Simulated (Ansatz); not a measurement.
input.yaml (Ansatz)

```yaml
crystal:
  lattice:
    - [-2.3823006826, 1.9511905878, 1.7421118099]
    - [1.9511905878, -2.3823006826, 1.7421118099]
    - [4.2690779756, 4.2690779756, -2.5316907382]
  atoms:
    - { symbol: Lu, position: [0.9583898942, 0.0416101058, 1.0] }
    - { symbol: Lu, position: [0.7916101058, 0.2083898942, 0.5] }
hamiltonian:
  xc: blyp
  pseudopotentials:
    kind: paw
    azcp:
      Lu: "pseudopotentials/Lu.paw.azcp"
basis:
  ecutwfc: 420
  fft_grid_basis: typed
kpoints:
  mp_grid: { grid: [19, 19, 10], shift: [0, 0, 0] }
magnetization:
  spin_polarized: false
scf:
  occupations: { method: fermi_dirac, width: 0.1 }
```

Output

```
band count auto-derived: 31 (N_el = 50.0; filled up to band 25; 30 by the electrons, moments and atoms)
Engine: ansatz 0.2.0, aarch64-unknown-linux-gnu
Pseudopotentials: kind: paw
Pseudopotential: Lu, paw, valence charge 25, recommended cutoff 420 eV (normal) 
Functional definition: BLYP
  parameter beta = 0.0042
  parameter a = 0.04918
  parameter b = 0.132
  parameter c = 0.2533
  parameter d = 0.349
  exchange = b88_x(beta = beta)
  correlation = lyp_c(a = a, b = b, c = c, d = d)
Crystal: 2 atoms, lattice volume = 59.728 Å³
Basis set: ecut = 420 eV, 1141 PW (Γ), exchange–correlation on 48×48×90 points (8 copies of the dense FFT grid, shifted against one another)
Bands: 31, of which v1, the nominal top of the filled ones, is band 25 counted from 1 (24 counted from 0)
Symmetry: 4 space group operations
Space group: C2/c (ITA 15), of the structure as read, at distance tolerance 3.9e-5 Å
k-points: 960 of 3610
Non-local potential: Lu, projectors of the file, l = 0: 3, l = 1: 2, l = 2: 2, l = 3: 3
PAW form: soft (Blöchl's): semilocal exchange-correlation on the pseudo side does not see the compensation charge
PAW frozen core: Lu, regenerated for the run's functional, and the local potential with it (the file was generated under x = pbe(κ = 0.804, μ = 0.2195149727645171), c = pbe(β = 0.06672455060314922))
PAW one-centre angular grid: Lu, 590 points (default); XC on 64 Gauss nodes
Initial density: superposition of atomic densities (neutral atoms: chi_scale 0, normalization atom), corrected by the library's trained network
Initial wavefunctions: pseudopotential atomic-orbital guess
Functional: x = b88, c = lyp
SCF iter   1: F=—  HF=-29511.861508 eV  |F-HF|=—  |Δ(HF+E_count)|=         —  Δρ=4.96e-3  dr2=9.29e-3  ethr=1.77e-3  ⟨swp⟩=5.2  Hψ=127067  notcnv=0
SCF iter   2: F=—  HF=-29511.851489 eV  |F-HF|=—  |Δ(HF+E_count)|=   1.00e-2  Δρ=2.93e-3  dr2=4.12e-3  ethr=1.86e-5  ⟨swp⟩=2.8  Hψ=68342  notcnv=0
SCF iter   3: F=—  HF=-29511.854852 eV  |F-HF|=—  |Δ(HF+E_count)|=   3.36e-3  Δρ=2.28e-3  dr2=3.11e-3  ethr=8.24e-6  ⟨swp⟩=3.1  Hψ=66023  notcnv=0  recentre
SCF iter   4: F=—  HF=-29511.851551 eV  |F-HF|=—  |Δ(HF+E_count)|=   3.30e-3  Δρ=1.04e-3  dr2=9.48e-4  ethr=6.22e-6  ⟨swp⟩=2.8  Hψ=75026  notcnv=0
SCF iter   5: F=—  HF=-29511.851465 eV  |F-HF|=—  |Δ(HF+E_count)|=   8.58e-5  Δρ=2.17e-4  dr2=2.52e-5  ethr=1.90e-6  ⟨swp⟩=2.0  Hψ=52850  notcnv=0
SCF iter   6: F=—  HF=-29511.851464 eV  |F-HF|=—  |Δ(HF+E_count)|=   6.44e-7  Δρ=5.44e-5  dr2=2.21e-6  ethr=5.04e-8  ⟨swp⟩=3.3  Hψ=73329  notcnv=0
SCF iter   7: F=—  HF=-29511.851464 eV  |F-HF|=—  |Δ(HF+E_count)|=   1.30e-7  Δρ=4.48e-5  dr2=9.69e-7  ethr=4.42e-9  ⟨swp⟩=2.7  Hψ=50627  notcnv=0
SCF iter   8: F=—  HF=-29511.851462 eV  |F-HF|=—  |Δ(HF+E_count)|=   2.46e-6  Δρ=1.43e-5  dr2=8.56e-8  ethr=2.00e-10  ⟨swp⟩=3.5  Hψ=142148  notcnv=0
SCF iter   9: F=-29511.851461 eV  HF=-29511.851461 eV  |F-HF|=2.92e-9  |Δ(HF+E_count)|=   4.80e-7  Δρ=1.14e-6  dr2=9.34e-10  ethr=1.71e-10  ⟨swp⟩=4.9  Hψ=109238  notcnv=0
SCF 1 converged in 9 iterations: F = -29511.851461 eV  dr2 = 9.34e-10
SCF converged after 9 iterations
Free energy (F): -29511.851461 eV
Harris-Foulkes:  -29511.851461 eV  (|F-HF|=2.92e-9)
Internal energy: -29511.741289 eV  (E = F + TS)
E sigma→0 (E₀):  -29511.796375 eV
Entropy (-TS):   -0.110173 eV (-55.086 meV/atom)
Fermi energy:    13.803279 eV
--- Per-component energies (eV) ---
  E_band       = -10.064225
  E_kinetic    = 835.220126
  E_local      = -13574.137916  (includes V_loc(G=0)·N_el)
  E_nonlocal   = 1145.647318
  E_hartree    = 5689.139984
  E_xc         = -429.442204
  E_vxc        = -506.900142  (∫ρ·V_xc dr)
  E_paw        = -14802.955001  (= ΣΔE_a)
  E_vpaw       = 711.824490  (= ΣTr[D̂ρ^β])
  E_aug_tail   = 0.000065  (compensation charges beyond the density's cutoff)
  E_ewald      = -8375.283678
  E_core_change = 0.070015  (= ΣΔE_core)
  E_smearing   = -0.110173  (= −TS)
  E_closure    = 0.000000  (closes the sum)
  Σ components = -29511.851461   (vs F -29511.851461, Δ=0.00e0)
```
